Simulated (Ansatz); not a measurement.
## La: 15 steps of 2.0 fs from 800 K

The calculation used DFT, PBE, all-electron LAPW, scalar-relativistic in Ansatz 0.2.0.

Command: `ansatz run input.yaml --threads 2 --pin off --max-ram 4096MiB --backend cpu --events-out ev --progress --plain --runs-dir out` The run took 6.3 min on 2 threads of Arm Neoverse V2, on a shared host, peak memory 0.5 GiB.

```yaml
crystal:
  lattice:
    - [7.5, 0.0, 0.0]
    - [-1.875, 3.2475952642, 0.0]
    - [0.0, 0.0, 6.07]
  atoms:
    - { symbol: La, position: [0.1666666666, 0.6666666667, 0.25] }
    - { symbol: La, position: [0.6666666666, 0.6666666667, 0.25] }
    - { symbol: La, position: [0.3333333334, 0.3333333333, 0.75] }
    - { symbol: La, position: [0.8333333334, 0.3333333333, 0.75] }
kpoints:
  mp_grid: { grid: [3, 6, 3] }
scf:
  occupations: { method: fermi_dirac, width: 0.08 }
hamiltonian:
  xc: pbe
  pseudopotentials: { kind: all_electron, lapw: { basis_error: 0.001 } }
output:
  forces: true
  stress: true
md:
  timestep: 2.0
  n_steps: 15
  ensemble: nve
  temperature: 800
  initial_velocities: maxwell_boltzmann
  seed: 830845
```

No spin–orbit coupling, which matters for the heavy atoms here.

The geometry is COD entry 9008503, unchecked; take it as a test cell. It differs from other determinations.

Each frame lists Cartesian positions (Å) and forces (eV/Å). Free energies count from the first step, -924432.8946 eV.

Step 0 (t = 0.0 fs): E = 0.0 meV, T = 800 K, conserved energy 0.0 meV

```
La    0.0000    2.1651    1.5175     0.000   0.000   0.000
La    3.7500    2.1651    1.5175     0.000   0.000   0.000
La    1.8750    1.0825    4.5525     0.000   0.000   0.000
La    5.6250    1.0825    4.5525     0.000   0.000   0.000
```

Step 1 (t = 2.0 fs): E = +0.2 meV, T = 800 K, conserved energy 0.0 meV

```
La    0.0034    2.1640    1.5167    -0.006  -0.005  -0.003
La    3.7484    2.1629    1.5175     0.003   0.010   0.005
La    1.8783    1.0814    4.5460    -0.008   0.000   0.012
La    5.6200    1.0869    4.5598     0.011  -0.005  -0.015
```

Step 2 (t = 4.0 fs): E = +0.7 meV, T = 798 K, conserved energy 0.0 meV

```
La    0.0067    2.1628    1.5159    -0.011  -0.010  -0.005
La    3.7467    2.1608    1.5176     0.006   0.020   0.011
La    1.8816    1.0803    4.5395    -0.017   0.000   0.025
La    5.6149    1.0913    4.5670     0.022  -0.010  -0.030
```

Step 3 (t = 6.0 fs): E = +1.5 meV, T = 796 K, conserved energy 0.0 meV

```
La    0.0101    2.1617    1.5151    -0.017  -0.015  -0.008
La    3.7451    2.1587    1.5176     0.010   0.030   0.016
La    1.8849    1.0791    4.5330    -0.025   0.000   0.038
La    5.6099    1.0957    4.5743     0.033  -0.015  -0.045
```

Step 4 (t = 8.0 fs): E = +2.7 meV, T = 793 K, conserved energy 0.0 meV

```
La    0.0134    2.1606    1.5143    -0.023  -0.020  -0.011
La    3.7435    2.1565    1.5176     0.013   0.040   0.021
La    1.8883    1.0780    4.5265    -0.034  -0.001   0.050
La    5.6049    1.1001    4.5815     0.043  -0.020  -0.060
```

Step 5 (t = 10.0 fs): E = +4.1 meV, T = 789 K, conserved energy 0.0 meV

```
La    0.0167    2.1595    1.5136    -0.028  -0.025  -0.015
La    3.7418    2.1544    1.5177     0.016   0.050   0.026
La    1.8916    1.0769    4.5200    -0.042  -0.001   0.063
La    5.5999    1.1044    4.5887     0.054  -0.024  -0.074
```

Step 6 (t = 12.0 fs): E = +5.9 meV, T = 785 K, conserved energy 0.0 meV

```
La    0.0201    2.1583    1.5128    -0.034  -0.030  -0.018
La    3.7402    2.1523    1.5177     0.020   0.060   0.031
La    1.8948    1.0757    4.5136    -0.051  -0.001   0.076
La    5.5949    1.1088    4.5959     0.065  -0.029  -0.089
```

Step 7 (t = 14.0 fs): E = +8.1 meV, T = 779 K, conserved energy 0.0 meV

```
La    0.0234    2.1572    1.5119    -0.039  -0.034  -0.021
La    3.7386    2.1502    1.5178     0.024   0.070   0.036
La    1.8981    1.0746    4.5071    -0.060  -0.001   0.089
La    5.5899    1.1132    4.6031     0.075  -0.034  -0.103
```

Step 8 (t = 16.0 fs): E = +10.5 meV, T = 773 K, conserved energy 0.0 meV

```
La    0.0267    2.1560    1.5111    -0.045  -0.039  -0.025
La    3.7370    2.1482    1.5179     0.027   0.080   0.041
La    1.9014    1.0735    4.5007    -0.068  -0.002   0.102
La    5.5850    1.1175    4.6103     0.086  -0.039  -0.118
```

Step 9 (t = 18.0 fs): E = +13.2 meV, T = 766 K, conserved energy 0.0 meV

```
La    0.0300    2.1549    1.5103    -0.050  -0.044  -0.029
La    3.7354    2.1461    1.5179     0.031   0.089   0.045
La    1.9046    1.0723    4.4944    -0.077  -0.002   0.115
La    5.5800    1.1218    4.6174     0.096  -0.043  -0.132
```

Step 10 (t = 20.0 fs): E = +16.3 meV, T = 758 K, conserved energy 0.0 meV

```
La    0.0333    2.1537    1.5095    -0.056  -0.049  -0.032
La    3.7338    2.1441    1.5180     0.035   0.099   0.050
La    1.9078    1.0712    4.4880    -0.086  -0.002   0.128
La    5.5751    1.1262    4.6245     0.107  -0.048  -0.146
```

Step 11 (t = 22.0 fs): E = +19.6 meV, T = 749 K, conserved energy 0.0 meV

```
La    0.0365    2.1525    1.5087    -0.061  -0.053  -0.036
La    3.7322    2.1421    1.5181     0.039   0.108   0.054
La    1.9110    1.0700    4.4817    -0.095  -0.003   0.142
La    5.5703    1.1305    4.6315     0.117  -0.052  -0.159
```

Step 12 (t = 24.0 fs): E = +23.2 meV, T = 740 K, conserved energy 0.0 meV

```
La    0.0398    2.1513    1.5078    -0.067  -0.058  -0.040
La    3.7306    2.1402    1.5183     0.043   0.118   0.058
La    1.9142    1.0689    4.4754    -0.104  -0.003   0.155
La    5.5654    1.1348    4.6385     0.127  -0.057  -0.173
```

Step 13 (t = 26.0 fs): E = +27.4 meV, T = 730 K, conserved energy 0.0 meV

```
La    0.0430    2.1501    1.5070    -0.072  -0.062  -0.045
La    3.7290    2.1383    1.5184     0.047   0.127   0.062
La    1.9173    1.0678    4.4692    -0.113  -0.004   0.168
La    5.5606    1.1391    4.6454     0.138  -0.061  -0.186
```

Step 14 (t = 28.0 fs):

```
La    0.0462    2.1489    1.5061
La    3.7275    2.1364    1.5185
La    1.9204    1.0666    4.4630
La    5.5559    1.1433    4.6523
```

Step 15 (t = 30.0 fs): E = +35.9 meV, T = 708 K, conserved energy 0.0 meV

```
La    0.0494    2.1476    1.5052    -0.083  -0.071  -0.053
La    3.7260    2.1345    1.5187     0.056   0.145   0.070
La    1.9235    1.0655    4.4569    -0.130  -0.004   0.195
La    5.5511    1.1476    4.6592     0.158  -0.069  -0.212
```

(1) Give the energy and forces of step 14.

(2) What is the mean temperature over the last 8 frames?

Results:

(1) E = +31.5 meV, T = 719 K, conserved energy 0.0 meV
```
La    0.0462    2.1489    1.5061    -0.078  -0.067  -0.049
La    3.7275    2.1364    1.5185     0.052   0.136   0.066
La    1.9204    1.0666    4.4630    -0.122  -0.004   0.182
La    5.5559    1.1433    4.6523     0.148  -0.065  -0.199
```

(2) 743 K; so short a run of so small a cell isn't equilibrated.
